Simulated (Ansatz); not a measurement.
# Trigonal deformation path in TeAs

Method: DFT r2SCAN, scalar-relativistic, plane waves, PAW in Ansatz 0.2.0. The runs took a 500 eV cutoff, a Γ-centred 16×16×16 mesh and Gaussian smearing (0.15 eV). No spin polarisation. Energies are free energies at this smearing, counted from the undisturbed cell; pressure is positive in compression.

Zero of the scan (as given, not relaxed at this level; it stands at -1.1 GPa, and it needn't be the usual structure):

```
Te As
1.0
     0.00000    2.96767    2.96767
     2.96767    0.00000    2.96767
     2.96767    2.96767    0.00000
Te As
1 1
Direct
  0.50000 0.50000 0.50000
  0.00000 0.00000 0.00000
```

At fixed volume and fractional coordinates, lengths along (0.577, 0.577, 0.577) are scaled against those across it; ρ is that ratio over its starting value. The cell is metallic on the mesh throughout. At ρ = 0.500 the cell becomes cubic (Pm-3m), and there the slope of the energy vanishes by symmetry.

| ρ | ΔE (meV/atom) | pressure (GPa) |
| --- | --- | --- |
| 0.500 | 463.6 | -5.9 |
| 0.600 | 367.9 | -5.0 |
| 0.710 | 164.7 | -3.6 |
| 0.850 | 34.9 | -1.8 |
| 0.930 | 7.5 | -1.3 |
| 1.000 | 0.0 | -1.1 |
| 1.080 | 9.9 | -1.3 |
| 1.200 | 57.7 | -1.9 |
| 1.410 | 234.3 | -3.1 |
| 1.700 | 527.5 | -4.6 |
| 2.000 | 680.8 | -4.8 |